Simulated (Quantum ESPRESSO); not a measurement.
Al7InAs8, one run as intended and one with a planted mistake

Computed values, not a measurement. The program is pw.x of Quantum ESPRESSO 7.5 (plane-wave density functional theory). The cell is made up: 16 atoms on a doubled zincblende/diamond lattice, with randomly drawn elements, strain and displacements, not relaxed. PseudoDojo standard norm-conserving files (v0.5 for PBE, v0.4.1 for LDA and PBEsol) set the functional; there is no spin polarisation, spin-orbit coupling or dispersion term, and the masses in the input are unused placeholders.

Intended input:

```
&control calculation='scf', pseudo_dir='./dojo.nc.sr.pbe.v0_5.standard.upf', outdir='./o', disk_io='low', tprnfor=.true., tstress=.true. /
&system ibrav=0, nat=16, ntyp=3, nbnd=83, ecutwfc=84.00895049, nosym=.true., tot_charge=0,
 occupations='smearing', smearing='fd', degauss=0.0018374661
/
&electrons conv_thr=7.350e-09, electron_maxstep=60, /
ATOMIC_SPECIES
Al 1.0 Al.upf
As 1.0 As.upf
In 1.0 In.upf
CELL_PARAMETERS angstrom
5.7096 0.0 0.0
0.0 5.7096 0.0
0.0 0.0 11.4193
ATOMIC_POSITIONS angstrom
Al 0.0287 -0.0154 -0.0277
Al -0.0445 2.7679 2.8446
Al 2.871 0.0137 2.765
Al 2.7975 2.8659 0.0984
Al -0.0335 0.0198 5.7388
In 0.0218 2.7792 8.6122
Al 2.8259 -0.0234 8.6031
Al 2.9421 2.8837 5.7444
As 1.3324 1.5185 1.4078
As 1.4236 4.1155 4.2536
As 4.2793 1.3871 4.2447
As 4.3764 4.207 1.4746
As 1.4085 1.4289 7.1719
As 1.3953 4.3374 10.0214
As 4.2985 1.4531 9.9671
As 4.3245 4.3395 7.1574
K_POINTS automatic
4 4 2 1 1 1
```

The log is shortened where brackets say so; the opening notice, blank lines, dates and the lines on written files are dropped, and the path of the files is cut. It prints rydbergs, bohrs and kilobars, and counts compression as positive stress.

Log of the intended run:

```
     Program PWSCF v.7.5
     Parallel version (MPI & OpenMP), running on       4 processor cores
     Number of MPI processes:                 4
     Threads/MPI process:                     1
     [start-up lines left out]
     bravais-lattice index     =            0
     lattice parameter (alat)  =      10.7896  a.u.
     unit-cell volume          =    2512.1609 (a.u.)^3
     number of atoms/cell      =           16
     number of atomic types    =            3
     number of electrons       =       154.00
     number of Kohn-Sham states=           83
     kinetic-energy cutoff     =      84.0090  Ry
     charge density cutoff     =     336.0358  Ry
     scf convergence threshold =      7.3E-09
     mixing beta               =       0.7000
     number of iterations used =            8  plain     mixing
     Exchange-correlation= PBE
                           (   1   4   3   4   0   0   0)
     [axes and pseudopotential details left out]
   Cartesian axes
     site n.     atom                  positions (alat units)
         1        Al     tau(   1) = (   0.0050266  -0.0026972  -0.0048515  )
         2        Al     tau(   2) = (  -0.0077939   0.4847800   0.4982135  )
         3        Al     tau(   3) = (   0.5028373   0.0023995   0.4842721  )
         4        Al     tau(   4) = (   0.4899643   0.5019441   0.0172341  )
         5        Al     tau(   5) = (  -0.0058673   0.0034678   1.0051142  )
         6        In     tau(   6) = (   0.0038181   0.4867591   1.5083719  )
         7        Al     tau(   7) = (   0.4949383  -0.0040984   1.5067781  )
         8        Al     tau(   8) = (   0.5152900   0.5050617   1.0060950  )
         9        As     tau(   9) = (   0.2333614   0.2659556   0.2465672  )
        10        As     tau(  10) = (   0.2493345   0.7208036   0.7449909  )
        11        As     tau(  11) = (   0.7494921   0.2429417   0.7434321  )
        12        As     tau(  12) = (   0.7664985   0.7368292   0.2582668  )
        13        As     tau(  13) = (   0.2466898   0.2502627   1.2561125  )
        14        As     tau(  14) = (   0.2443779   0.7596679   1.7551843  )
        15        As     tau(  15) = (   0.7528548   0.2545012   1.7456740  )
        16        As     tau(  16) = (   0.7574086   0.7600357   1.2535729  )
     number of k points=    16  Fermi-Dirac smearing, width (Ry)=  0.0018
                       cart. coord. in units 2pi/alat
        k(    1) = (   0.1250000   0.1250000   0.1249989), wk =   0.1250000
        k(    2) = (   0.1250000   0.1250000  -0.1249989), wk =   0.1250000
     [further k points left out]
     Dense  grid:   261561 G-vectors     FFT dimensions: (  64,  64, 125)
     Estimated max dynamical RAM per process >     681.79 MB
     Estimated total dynamical RAM >       2.48 GB
     Initial potential from superposition of free atoms
     starting charge     153.9771, renormalised to     154.0000
     Starting wfcs are  109 randomized atomic wfcs
     total cpu time spent up to now is        6.2 secs
     per-process dynamical memory:   463.1 Mb
     Self-consistent Calculation
     iteration #  1     ecut=    84.01 Ry     beta= 0.70
     Davidson diagonalization with overlap
     ethr =  1.00E-02,  avg # of iterations =  4.0
     Threshold (ethr) on eigenvalues was too large:
     Diagonalizing with lowered threshold
     Davidson diagonalization with overlap
     ethr =  3.26E-04,  avg # of iterations =  2.4
     total cpu time spent up to now is       30.7 secs
     total energy              =   -1862.75399612 Ry
     estimated scf accuracy    <       0.53271934 Ry
     iteration #  2     ecut=    84.01 Ry     beta= 0.70
     Davidson diagonalization with overlap
     ethr =  3.46E-04,  avg # of iterations =  6.5
     total cpu time spent up to now is       44.4 secs
     total energy              =   -1862.83401273 Ry
     estimated scf accuracy    <       0.08578755 Ry
     [iterations 3 to 10 left out]
     iteration # 11     ecut=    84.01 Ry     beta= 0.70
     Davidson diagonalization with overlap
     ethr =  5.15E-11,  avg # of iterations =  4.0
     total cpu time spent up to now is      164.5 secs
     total energy              =   -1862.85901686 Ry
     estimated scf accuracy    <       0.00000003 Ry
     iteration # 12     ecut=    84.01 Ry     beta= 0.70
     Davidson diagonalization with overlap
     ethr =  2.02E-11,  avg # of iterations =  3.0
     total cpu time spent up to now is      176.9 secs
     End of self-consistent calculation
     [lines on levels left out]
!    total energy              =   -1862.85901687 Ry
     estimated scf accuracy    <          6.3E-10 Ry
     smearing contrib. (-TS)   =      -0.00000000 Ry
     internal energy E=F+TS    =   -1862.85901687 Ry
     The total energy is F=E-TS. E is the sum of the following terms:
     one-electron contribution =   -1167.68996290 Ry
     hartree contribution      =     651.86700650 Ry
     xc contribution           =    -435.62598857 Ry
     ewald contribution        =    -911.41007189 Ry
     convergence has been achieved in  12 iterations
     Forces acting on atoms (cartesian axes, Ry/au):
     atom    1 type  1   force =    -0.02626863    0.01511333    0.01555863
     atom    2 type  1   force =     0.00601522    0.01292829    0.03371329
     atom    3 type  1   force =    -0.02162948   -0.01968854    0.01569034
     atom    4 type  1   force =     0.02607673    0.01398897   -0.03273682
     atom    5 type  1   force =     0.02909467   -0.01301348   -0.02846732
     atom    6 type  3   force =     0.00473276    0.06025387   -0.01837645
     atom    7 type  1   force =     0.00982272    0.01211582   -0.00966879
     atom    8 type  1   force =    -0.01457956   -0.01290430   -0.00477395
     atom    9 type  2   force =     0.02517763   -0.05352980   -0.00405775
     atom   10 type  2   force =     0.00331922    0.05147285    0.00695209
     atom   11 type  2   force =    -0.01176826   -0.00245984    0.01711432
     atom   12 type  2   force =    -0.02864990    0.03413897   -0.02757049
     atom   13 type  2   force =     0.06702279   -0.04413382   -0.06092385
     atom   14 type  2   force =     0.05198024   -0.00068449    0.02525509
     atom   15 type  2   force =    -0.08407492   -0.06238966    0.08075935
     atom   16 type  2   force =    -0.03627122    0.00879184   -0.00846769
     Total force =     0.232278     Total SCF correction =     0.000181
     Computing stress (Cartesian axis) and pressure
          total   stress  (Ry/bohr**3)                   (kbar)     P=       36.25
   0.00024827   0.00002729  -0.00008296           36.52        4.01      -12.20
   0.00002729   0.00023938  -0.00000358            4.01       35.21       -0.53
  -0.00008296  -0.00000358   0.00025154          -12.20       -0.53       37.00
     init_run     :      5.76s CPU      5.96s WALL (       1 calls)
     electrons    :    168.57s CPU    170.72s WALL (       1 calls)
     forces       :      2.58s CPU      2.64s WALL (       1 calls)
     stress       :      7.58s CPU      7.77s WALL (       1 calls)
     [timing details left out]
     PWSCF        :   3m 4.81s CPU   3m 7.48s WALL
     JOB DONE.
```

A second run has one planted mistake: the cell and the positions are scaled by a wrong factor. The input lines that differ, file-writing options aside:

```
- 5.7096 0.0 0.0
+ 5.7867 0.0 0.0
- 0.0 5.7096 0.0
+ 0.0 5.7867 0.0
- 0.0 0.0 11.4193
+ 0.0 0.0 11.5735
- Al 0.0287 -0.0154 -0.0277
+ Al 0.0291 -0.0156 -0.0281
- Al -0.0445 2.7679 2.8446
+ Al -0.0451 2.8053 2.883
- Al 2.871 0.0137 2.765
+ Al 2.9098 0.0139 2.8023
- Al 2.7975 2.8659 0.0984
+ Al 2.8353 2.9046 0.0997
- Al -0.0335 0.0198 5.7388
+ Al -0.034 0.0201 5.8163
- In 0.0218 2.7792 8.6122
+ In 0.0221 2.8167 8.7285
- Al 2.8259 -0.0234 8.6031
+ Al 2.864 -0.0237 8.7192
- Al 2.9421 2.8837 5.7444
+ Al 2.9818 2.9226 5.8219
- As 1.3324 1.5185 1.4078
+ As 1.3504 1.539 1.4268
- As 1.4236 4.1155 4.2536
+ As 1.4428 4.1711 4.311
- As 4.2793 1.3871 4.2447
+ As 4.3371 1.4058 4.302
- As 4.3764 4.207 1.4746
+ As 4.4355 4.2638 1.4945
- As 1.4085 1.4289 7.1719
+ As 1.4275 1.4482 7.2687
- As 1.3953 4.3374 10.0214
+ As 1.4141 4.396 10.1567
- As 4.2985 1.4531 9.9671
+ As 4.3565 1.4727 10.1017
- As 4.3245 4.3395 7.1574
+ As 4.3829 4.3981 7.254
```

Its log:

```
     Program PWSCF v.7.5
     Parallel version (MPI & OpenMP), running on       4 processor cores
     Number of MPI processes:                 4
     Threads/MPI process:                     1
     [start-up lines left out]
     bravais-lattice index     =            0
     lattice parameter (alat)  =      10.9353  a.u.
     unit-cell volume          =    2615.3105 (a.u.)^3
     number of atoms/cell      =           16
     number of atomic types    =            3
     number of electrons       =       154.00
     number of Kohn-Sham states=           83
     kinetic-energy cutoff     =      84.0090  Ry
     charge density cutoff     =     336.0358  Ry
     scf convergence threshold =      7.3E-09
     mixing beta               =       0.7000
     number of iterations used =            8  plain     mixing
     Exchange-correlation= PBE
                           (   1   4   3   4   0   0   0)
     [axes and pseudopotential details left out]
   Cartesian axes
     site n.     atom                  positions (alat units)
         1        Al     tau(   1) = (   0.0050288  -0.0026958  -0.0048560  )
         2        Al     tau(   2) = (  -0.0077937   0.4847841   0.4982114  )
         3        Al     tau(   3) = (   0.5028427   0.0024021   0.4842656  )
         4        Al     tau(   4) = (   0.4899684   0.5019441   0.0172292  )
         5        Al     tau(   5) = (  -0.0058755   0.0034735   1.0051152  )
         6        In     tau(   6) = (   0.0038191   0.4867541   1.5083726  )
         7        Al     tau(   7) = (   0.4949280  -0.0040956   1.5067655  )
         8        Al     tau(   8) = (   0.5152851   0.5050547   1.0060829  )
         9        As     tau(   9) = (   0.2333627   0.2659547   0.2465654  )
        10        As     tau(  10) = (   0.2493304   0.7208081   0.7449842  )
        11        As     tau(  11) = (   0.7494945   0.2429364   0.7434289  )
        12        As     tau(  12) = (   0.7664990   0.7368276   0.2582646  )
        13        As     tau(  13) = (   0.2466864   0.2502635   1.2561045  )
        14        As     tau(  14) = (   0.2443707   0.7596730   1.7551800  )
        15        As     tau(  15) = (   0.7528470   0.2544974   1.7456754  )
        16        As     tau(  16) = (   0.7574092   0.7600359   1.2535642  )
     number of k points=    16  Fermi-Dirac smearing, width (Ry)=  0.0018
                       cart. coord. in units 2pi/alat
        k(    1) = (   0.1250000   0.1250000   0.1249989), wk =   0.1250000
        k(    2) = (   0.1250000   0.1250000  -0.1249989), wk =   0.1250000
     [further k points left out]
     Dense  grid:   271915 G-vectors     FFT dimensions: (  64,  64, 128)
     Estimated max dynamical RAM per process >     708.75 MB
     Estimated total dynamical RAM >       2.57 GB
     Initial potential from superposition of free atoms
     starting charge     153.9771, renormalised to     154.0000
     Starting wfcs are  109 randomized atomic wfcs
     total cpu time spent up to now is        6.6 secs
     per-process dynamical memory:   480.9 Mb
     Self-consistent Calculation
     iteration #  1     ecut=    84.01 Ry     beta= 0.70
     Davidson diagonalization with overlap
     ethr =  1.00E-02,  avg # of iterations =  4.0
     Threshold (ethr) on eigenvalues was too large:
     Diagonalizing with lowered threshold
     Davidson diagonalization with overlap
     ethr =  3.21E-04,  avg # of iterations =  2.5
     total cpu time spent up to now is       29.9 secs
     total energy              =   -1862.76627855 Ry
     estimated scf accuracy    <       0.52470377 Ry
     iteration #  2     ecut=    84.01 Ry     beta= 0.70
     Davidson diagonalization with overlap
     ethr =  3.41E-04,  avg # of iterations =  6.4
     total cpu time spent up to now is       42.2 secs
     total energy              =   -1862.84819772 Ry
     estimated scf accuracy    <       0.09139580 Ry
     [iterations 3 to 10 left out]
     iteration # 11     ecut=    84.01 Ry     beta= 0.70
     Davidson diagonalization with overlap
     ethr =  5.37E-11,  avg # of iterations =  4.1
     total cpu time spent up to now is      153.6 secs
     total energy              =   -1862.87387788 Ry
     estimated scf accuracy    <       0.00000004 Ry
     iteration # 12     ecut=    84.01 Ry     beta= 0.70
     Davidson diagonalization with overlap
     ethr =  2.63E-11,  avg # of iterations =  2.8
     total cpu time spent up to now is      163.9 secs
     End of self-consistent calculation
     [lines on levels left out]
!    total energy              =   -1862.87387789 Ry
     estimated scf accuracy    <          1.0E-09 Ry
     smearing contrib. (-TS)   =      -0.00000000 Ry
     internal energy E=F+TS    =   -1862.87387789 Ry
     The total energy is F=E-TS. E is the sum of the following terms:
     one-electron contribution =   -1187.69141627 Ry
     hartree contribution      =     659.39396493 Ry
     xc contribution           =    -435.30749785 Ry
     ewald contribution        =    -899.26892871 Ry
     convergence has been achieved in  12 iterations
     Forces acting on atoms (cartesian axes, Ry/au):
     atom    1 type  1   force =    -0.02323115    0.01378607    0.01343182
     atom    2 type  1   force =     0.00623170    0.01223060    0.03077504
     atom    3 type  1   force =    -0.01883801   -0.01857159    0.01563459
     atom    4 type  1   force =     0.02358335    0.01304590   -0.02964280
     atom    5 type  1   force =     0.02572872   -0.01233374   -0.02546845
     atom    6 type  3   force =     0.00405339    0.05448944   -0.01695806
     atom    7 type  1   force =     0.00888665    0.01160537   -0.00905286
     atom    8 type  1   force =    -0.01434115   -0.01126888   -0.00548688
     atom    9 type  2   force =     0.02385732   -0.04927908   -0.00390064
     atom   10 type  2   force =     0.00309690    0.04755751    0.00655009
     atom   11 type  2   force =    -0.00985831   -0.00155210    0.01546171
     atom   12 type  2   force =    -0.02750669    0.03132760   -0.02547128
     atom   13 type  2   force =     0.06051010   -0.04015795   -0.05422655
     atom   14 type  2   force =     0.04734104   -0.00077317    0.02328011
     atom   15 type  2   force =    -0.07581788   -0.05732137    0.07322286
     atom   16 type  2   force =    -0.03369599    0.00721538   -0.00814869
     Total force =     0.211399     Total SCF correction =     0.000236
     Computing stress (Cartesian axis) and pressure
          total   stress  (Ry/bohr**3)                   (kbar)     P=        7.03
   0.00004910   0.00002200  -0.00007210            7.22        3.24      -10.61
   0.00002200   0.00004199  -0.00000294            3.24        6.18       -0.43
  -0.00007210  -0.00000294   0.00005228          -10.61       -0.43        7.69
     init_run     :      6.28s CPU      6.48s WALL (       1 calls)
     electrons    :    155.16s CPU    157.36s WALL (       1 calls)
     forces       :      2.39s CPU      2.45s WALL (       1 calls)
     stress       :      7.20s CPU      7.36s WALL (       1 calls)
     [timing details left out]
     PWSCF        :   2m51.17s CPU   2m53.87s WALL
     JOB DONE.
```

```
                                            intended run  run with the mistake
                          free energy (eV)    -25345.488            -25345.690
                    smearing term -TS (eV)        0.0000                0.0000
                            pressure (GPa)          3.62                  0.70
            largest force component (eV/Å)         2.162                 1.949
largest change of a force component (eV/Å)                               0.212
                                iterations            12                    12
```

For scale, a rerun of the intended cell at 1437 eV and a 6 x 6 x 4 mesh moved values by no more than 0.017 eV in energy, 0.02 GPa in stress and 0.002 eV/Å in force.